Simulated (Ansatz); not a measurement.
MgRh (CsCl type, space group No. 221) under volume change, the program Ansatz at the PBEsol level (PAW), scaled uniformly.

```
V (Å³/atom)  E − E(relaxed) (meV/atom)  P (GPa)
-----------  -------------------------  -------
13.332                            56.1    14.85
13.772                            23.5     9.06
14.211                             5.5     4.15
14.651                             0.0     0.00
15.090                             ___      ___
15.530                             ___      ___
15.969                            40.3    -9.05
```

What belongs in the gaps?


- 15.530, E − E(relaxed) (meV/atom): 18.9
- 15.530, P (GPa): -6.52
- 15.090, E − E(relaxed) (meV/atom): 5.0
- 15.090, P (GPa): -3.53

What does a third-order Birch–Murnaghan fit give for V₀, B₀ and B′?

V₀ = 14.65 Å³/atom, B₀ = 127 GPa, B′ = 4.5.

Space group Pm-3m (CsCl type). The workflow started from an entry of the Crystallography Open Database (COD). Its standing as an ambient phase is unchecked. Symmetry was held in the PBEsol relaxation; of distortions, only those at the zone centre were tested. No spin polarisation was allowed. Spin–orbit coupling is left out wherever it is not named.

Potentials: the later of the program's two PAW sets.
